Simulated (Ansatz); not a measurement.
## Structure relaxation, TiC

The start is a randomly generated symmetric cell of TiC (space group No. 29). Cell shape, volume and atoms are optimised at zero target pressure with PBEsol (plane waves to 420 eV, PAW, scalar-relativistic; Ansatz, a program for electronic structure). The first steps use a coarse 5×8×4 k-mesh.

The start:
```yaml
crystal:
  lattice:
    - [5.17179, 0.00000, 0.00000]
    - [0.00000, 2.97615, 0.00000]
    - [0.00000, 0.00000, 5.78920]
  atoms:
    - { symbol: C, position: [0.51952, 0.39861, 0.18762] }
    - { symbol: C, position: [0.48048, 0.60139, 0.68762] }
    - { symbol: C, position: [0.01952, 0.60139, 0.18762] }
    - { symbol: C, position: [0.98048, 0.39861, 0.68762] }
    - { symbol: Ti, position: [0.85449, 0.87844, 0.35691] }
    - { symbol: Ti, position: [0.14551, 0.12156, 0.85691] }
    - { symbol: Ti, position: [0.35449, 0.12156, 0.35691] }
    - { symbol: Ti, position: [0.64551, 0.87844, 0.85691] }
```

How much energy is released per atom?

About 1.9 eV/atom.

How does the volume change?

-11.3 %, from 11.14 to 9.88 Å³/atom.

How do the shortest distances between atoms change?

The closest pairs of elements (up to four, under 3.6 Å), start → end: C–Ti 1.54 → 2.15 Å; C–C 2.66 → 2.33 Å; Ti–Ti 2.69 → 2.95 Å.

Is the relaxed structure metallic? Give its gap.

No gap (metallic).

What does it relax into? Give the structure.


```cif
data_C2Ti2
_chemical_formula_sum 'C2 Ti2'
_space_group_name_H-M_alt 'P63/mmc'
_space_group_IT_number 194
_space_group_name_Hall '-P 6c 2c'
_cell_length_a 3.13234
_cell_length_b 3.13234
_cell_length_c 4.65002
_cell_angle_alpha 90.000
_cell_angle_beta 90.000
_cell_angle_gamma 120.000
loop_
_atom_site_label
_atom_site_type_symbol
_atom_site_symmetry_multiplicity
_atom_site_Wyckoff_symbol
_atom_site_fract_x
_atom_site_fract_y
_atom_site_fract_z
_atom_site_occupancy
C1 C 2 a 0.00000 0.00000 0.00000 1
Ti1 Ti 2 d 0.66667 0.33333 0.25000 1
```

Final values are on a 17×17×10 k-mesh of the relaxed cell. The start holds a very short contact (Ti–C 1.54 Å). No spin polarisation in the result.

The run could not lose the symmetry of its start: the end is stationary, and may be a saddle point rather than a minimum.

The relaxed structure here is a generated cell of TiC: the first start was made by a random draw of sites in a space group, and the end was not matched to a known phase here, so it may be hypothetical. Known forms of TiC include space group No. 225.
